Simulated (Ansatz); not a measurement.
La2O3 (A-La2O3 type, space group P-3m1)

```cif
data_La2O3
_chemical_formula_sum 'La2 O3'
_space_group_name_H-M_alt 'P-3m1'
_space_group_IT_number 164
_space_group_name_Hall '-P 3 2"'
_cell_length_a 3.93519
_cell_length_b 3.93519
_cell_length_c 6.12567
_cell_angle_alpha 90.000
_cell_angle_beta 90.000
_cell_angle_gamma 120.000
loop_
_atom_site_label
_atom_site_type_symbol
_atom_site_symmetry_multiplicity
_atom_site_Wyckoff_symbol
_atom_site_fract_x
_atom_site_fract_y
_atom_site_fract_z
_atom_site_occupancy
La1 La 2 d 0.33333 0.66667 0.24612 1
O1 O 1 a 0.00000 0.00000 0.00000 1
O2 O 2 d 0.66667 0.33333 0.35388 1
```

Two coordinates are scanned: the volume, and the ratio of the stretch along z (the conventional c axis) to the stretch across it. Atoms keep their fractional coordinates.

Level of theory: r2SCAN (plane waves to 500 eV, PAW, scalar-relativistic; Ansatz, a quantum-chemistry and plane-wave program). k mesh 10×10×6 (Γ-centred), Fermi-Dirac smearing 0.05 eV. Stress and pressure are positive under compression. As the atoms are clamped, bonds stretch with the cell, which overstates energies and stresses. La2O3 is run without spin polarisation. La2O3 was relaxed with its symmetry unable to fall. The PAW data are Ansatz's earlier set.

Changes of σxx (GPa) from the point V/V₀ = 1.000, (c/a)/(c/a)₀ = 1.000 when one coordinate moves alone (two changes are said to add if the coupling is within 5 % of the smaller one, nearly so within 20 %):

```json
[
 {"point": "V/V₀ = 1.000, (c/a)/(c/a)₀ = 0.920", "change": "-3.89"},
 {"point": "V/V₀ = 1.000, (c/a)/(c/a)₀ = 0.947", "change": "-2.73"},
 {"point": "V/V₀ = 1.000, (c/a)/(c/a)₀ = 0.973", "change": "-1.43"},
 {"point": "V/V₀ = 0.920, (c/a)/(c/a)₀ = 1.000", "change": "14.97"},
 {"point": "V/V₀ = 0.947, (c/a)/(c/a)₀ = 1.000", "change": "9.26"},
 {"point": "V/V₀ = 0.973, (c/a)/(c/a)₀ = 1.000", "change": "4.31"},
 {"point": "V/V₀ = 1.027, (c/a)/(c/a)₀ = 1.000", "change": "-3.74"},
 {"point": "V/V₀ = 1.053, (c/a)/(c/a)₀ = 1.000", "change": "-7.00"},
 {"point": "V/V₀ = 1.080, (c/a)/(c/a)₀ = 1.000", "change": "-9.82"},
 {"point": "V/V₀ = 1.000, (c/a)/(c/a)₀ = 1.027", "change": "1.55"},
 {"point": "V/V₀ = 1.000, (c/a)/(c/a)₀ = 1.053", "change": "3.20"},
 {"point": "V/V₀ = 1.000, (c/a)/(c/a)₀ = 1.080", "change": "4.94"}
]
```

**Question.** Do the two effects add at V/V₀ = 1.080, (c/a)/(c/a)₀ = 1.027? Give the computed change.

**Answer.** The sum of the single changes is -9.82 + (1.55) = -8.27; the calculation gives -8.66, so the coupling contributes -0.39 (over 20 % of the smaller single change, not additive).

**Question.** What is the change at V/V₀ = 0.947, (c/a)/(c/a)₀ = 0.920, where both move, and how far is it from the sum?

**Answer.** The sum of the single changes is 9.26 + (-3.89) = 5.37; the calculation gives 4.39, so the coupling contributes -0.98 (over 20 % of the smaller single change, not additive).

**Question.** Do the two effects add at V/V₀ = 1.080, (c/a)/(c/a)₀ = 0.920? Give the computed change.

**Answer.** The sum of the single changes is -9.82 + (-3.89) = -13.71; the calculation gives -12.58, so the coupling contributes 1.13 (over 20 % of the smaller single change, not additive).

(A scan under strain: stresses follow from slopes of the energy per volume, elastic moduli from its curvatures.)
